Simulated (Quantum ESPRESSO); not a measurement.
## Mg4ZnS3 (input and log of a self-consistent run)

A calculation, not a measurement. The program is pw.x of Quantum ESPRESSO 7.5 (plane-wave density functional theory). The cell is made up: 8 atoms on a rocksalt lattice, with randomly drawn elements, strain and displacements, not relaxed. PseudoDojo standard norm-conserving files (v0.5 for PBE, v0.4.1 for LDA and PBEsol) set the functional; there is no spin polarisation, spin-orbit coupling or dispersion term, and the masses in the input are unused placeholders. A spin-polarised start on this cell or one of its family kept no moment.

Input:

```
&control calculation='scf', pseudo_dir='./dojo.nc.sr.pbe.v0_5.standard.upf', outdir='./o', disk_io='low', tprnfor=.true., tstress=.true. /
&system ibrav=0, nat=8, ntyp=3, nbnd=49, ecutwfc=84.00895049, nosym=.true., tot_charge=0,
 occupations='smearing', smearing='fd', degauss=0.0073498644
/
&electrons conv_thr=7.350e-09, electron_maxstep=60, /
ATOMIC_SPECIES
Mg 1.0 Mg.upf
S 1.0 S.upf
Zn 1.0 Zn.upf
CELL_PARAMETERS angstrom
5.3741 -0.0318 -0.0661
-0.0318 5.3578 -0.0173
-0.0661 -0.0173 5.2896
ATOMIC_POSITIONS angstrom
Mg 0.0182 0.0206 0.0835
Mg -0.1597 2.598 2.6571
Zn 2.5968 -0.0609 2.5917
Mg 2.6407 2.6081 -0.0637
S 2.6442 0.0616 -0.0103
Mg 2.6352 2.5456 2.5834
S 5.3672 -0.0316 2.6107
S 5.3597 2.6384 -0.1786
K_POINTS automatic
6 6 6 1 1 1
```

The log is shortened where brackets say so; the opening notice, blank lines, dates and the lines on written files are dropped, and the path of the files is cut. It prints rydbergs, bohrs and kilobars, and counts compression as positive stress.

```
     Program PWSCF v.7.5
     Parallel version (MPI & OpenMP), running on       4 processor cores
     Number of MPI processes:                 4
     Threads/MPI process:                     1
     [start-up lines left out]
     bravais-lattice index     =            0
     lattice parameter (alat)  =      10.1565  a.u.
     unit-cell volume          =    1027.6018 (a.u.)^3
     number of atoms/cell      =            8
     number of atomic types    =            3
     number of electrons       =        78.00
     number of Kohn-Sham states=           49
     kinetic-energy cutoff     =      84.0090  Ry
     charge density cutoff     =     336.0358  Ry
     scf convergence threshold =      7.3E-09
     mixing beta               =       0.7000
     number of iterations used =            8  plain     mixing
     Exchange-correlation= PBE
                           (   1   4   3   4   0   0   0)
     [axes and pseudopotential details left out]
   Cartesian axes
     site n.     atom                  positions (alat units)
         1        Mg     tau(   1) = (   0.0033863   0.0038328   0.0155360  )
         2        Mg     tau(   2) = (  -0.0297138   0.4833848   0.4943809  )
         3        Zn     tau(   3) = (   0.4831615  -0.0113311   0.4822126  )
         4        Mg     tau(   4) = (   0.4913295   0.4852640  -0.0118520  )
         5        S      tau(   5) = (   0.4919807   0.0114613  -0.0019164  )
         6        Mg     tau(   6) = (   0.4903062   0.4736352   0.4806683  )
         7        S      tau(   7) = (   0.9986230  -0.0058795   0.4857477  )
         8        S      tau(   8) = (   0.9972276   0.4909016  -0.0332304  )
     number of k points=   108  Fermi-Dirac smearing, width (Ry)=  0.0073
     Number of k-points >= 100: set verbosity='high' to print them.
     Dense  grid:   106943 G-vectors     FFT dimensions: (  60,  60,  60)
     Estimated max dynamical RAM per process >     411.66 MB
     Estimated total dynamical RAM >       1.53 GB
     Initial potential from superposition of free atoms
     starting charge      77.9966, renormalised to      78.0000
     Starting wfcs are   42 randomized atomic wfcs +    7 random wfcs
     total cpu time spent up to now is        7.1 secs
     per-process dynamical memory:   359.8 Mb
     Self-consistent Calculation
     iteration #  1     ecut=    84.01 Ry     beta= 0.70
     Davidson diagonalization with overlap
     ethr =  1.00E-02,  avg # of iterations =  5.6
     Threshold (ethr) on eigenvalues was too large:
     Diagonalizing with lowered threshold
     Davidson diagonalization with overlap
     ethr =  4.04E-04,  avg # of iterations =  2.4
     total cpu time spent up to now is       48.2 secs
     total energy              =    -959.42852862 Ry
     estimated scf accuracy    <       0.31282170 Ry
     iteration #  2     ecut=    84.01 Ry     beta= 0.70
     Davidson diagonalization with overlap
     ethr =  4.01E-04,  avg # of iterations =  4.4
     total cpu time spent up to now is       68.4 secs
     total energy              =    -959.50058816 Ry
     estimated scf accuracy    <       0.24117142 Ry
     iteration #  3     ecut=    84.01 Ry     beta= 0.70
     Davidson diagonalization with overlap
     ethr =  3.09E-04,  avg # of iterations =  2.0
     total cpu time spent up to now is       86.7 secs
     total energy              =    -959.55201239 Ry
     estimated scf accuracy    <       0.00452097 Ry
     iteration #  4     ecut=    84.01 Ry     beta= 0.70
     Davidson diagonalization with overlap
     ethr =  5.80E-06,  avg # of iterations =  9.2
     total cpu time spent up to now is      113.0 secs
     total energy              =    -959.55274113 Ry
     estimated scf accuracy    <       0.00347423 Ry
     iteration #  5     ecut=    84.01 Ry     beta= 0.70
     Davidson diagonalization with overlap
     ethr =  4.45E-06,  avg # of iterations =  4.0
     total cpu time spent up to now is      130.7 secs
     total energy              =    -959.55353652 Ry
     estimated scf accuracy    <       0.00026184 Ry
     iteration #  6     ecut=    84.01 Ry     beta= 0.70
     Davidson diagonalization with overlap
     ethr =  3.36E-07,  avg # of iterations =  2.0
     total cpu time spent up to now is      148.1 secs
     total energy              =    -959.55358461 Ry
     estimated scf accuracy    <       0.00000933 Ry
     iteration #  7     ecut=    84.01 Ry     beta= 0.70
     Davidson diagonalization with overlap
     ethr =  1.20E-08,  avg # of iterations =  2.4
     total cpu time spent up to now is      166.7 secs
     total energy              =    -959.55358704 Ry
     estimated scf accuracy    <       0.00000183 Ry
     iteration #  8     ecut=    84.01 Ry     beta= 0.70
     Davidson diagonalization with overlap
     ethr =  2.35E-09,  avg # of iterations =  2.0
     total cpu time spent up to now is      184.4 secs
     total energy              =    -959.55358751 Ry
     estimated scf accuracy    <       0.00000020 Ry
     iteration #  9     ecut=    84.01 Ry     beta= 0.70
     Davidson diagonalization with overlap
     ethr =  2.58E-10,  avg # of iterations =  2.4
     total cpu time spent up to now is      201.3 secs
     total energy              =    -959.55358755 Ry
     estimated scf accuracy    <       0.00000003 Ry
     iteration # 10     ecut=    84.01 Ry     beta= 0.70
     Davidson diagonalization with overlap
     ethr =  3.35E-11,  avg # of iterations =  2.5
     total cpu time spent up to now is      218.1 secs
     End of self-consistent calculation
     Number of k-points >= 100: set verbosity='high' to print the bands.
     the Fermi energy is     8.1159 ev
!    total energy              =    -959.55358756 Ry
     estimated scf accuracy    <          6.7E-09 Ry
     smearing contrib. (-TS)   =      -0.00672176 Ry
     internal energy E=F+TS    =    -959.54686580 Ry
     The total energy is F=E-TS. E is the sum of the following terms:
     one-electron contribution =    -736.77205758 Ry
     hartree contribution      =     370.52521172 Ry
     xc contribution           =    -127.34961553 Ry
     ewald contribution        =    -465.95040442 Ry
     convergence has been achieved in  10 iterations
     Forces acting on atoms (cartesian axes, Ry/au):
     atom    1 type  1   force =    -0.00485349   -0.00381032   -0.00593193
     atom    2 type  1   force =     0.02656377    0.00767282   -0.01092868
     atom    3 type  3   force =     0.00141072   -0.01561052    0.00267047
     atom    4 type  1   force =     0.00231951    0.01328311    0.00074805
     atom    5 type  2   force =     0.00902659   -0.01303378    0.00010578
     atom    6 type  1   force =    -0.02772583    0.00884379   -0.00181242
     atom    7 type  2   force =    -0.00394390   -0.00433088   -0.00532693
     atom    8 type  2   force =    -0.00279737    0.00698577    0.02047565
     Total force =     0.055069     Total SCF correction =     0.000154
     Computing stress (Cartesian axis) and pressure
          total   stress  (Ry/bohr**3)                   (kbar)     P=       26.71
   0.00026022   0.00000463   0.00000753           38.28        0.68        1.11
   0.00000463  -0.00006485   0.00000525            0.68       -9.54        0.77
   0.00000753   0.00000525   0.00034944            1.11        0.77       51.40
     init_run     :      5.36s CPU      5.71s WALL (       1 calls)
     electrons    :    207.70s CPU    211.05s WALL (       1 calls)
     forces       :      3.10s CPU      3.13s WALL (       1 calls)
     stress       :      9.05s CPU      9.10s WALL (       1 calls)
     [timing details left out]
     PWSCF        :   3m46.73s CPU   3m50.64s WALL
     JOB DONE.
```

In other units: free energy -13055.392 eV for the cell, pressure 2.67 GPa, largest force component 0.713 eV/Å. A rerun of this cell at 1437 eV and a 8 x 8 x 8 mesh moved values by no more than 0.008 eV in energy, 0.08 GPa in stress and 0.009 eV/Å in force.